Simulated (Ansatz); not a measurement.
### Question
SnC (wurtzite, P6_3mc) is relaxed with DFT-PBE in the program Ansatz with PAW potentials. What lattice parameters of the conventional cell result?

### Answer
a = 3.592 Å, c = 5.880 Å.

### Question
Is it a metal or does it have a gap at this level?

### Answer
A gap of 0.80 eV, direct.

The start of the workflow was typed in or built on a structure type; neither database checked (COD, Materials Project) lists it. Whether it is the stable phase at ambient conditions was not checked. The PBE relaxation kept the symmetry of its start; whether a distortion lowers the energy is not shown. Its formation energy is positive at this level, so the cell may be metastable or incomplete. Scalar-relativistic: spin–orbit coupling is off unless named, which matters more the heavier the elements.

Potentials: the earlier of the program's two PAW sets.
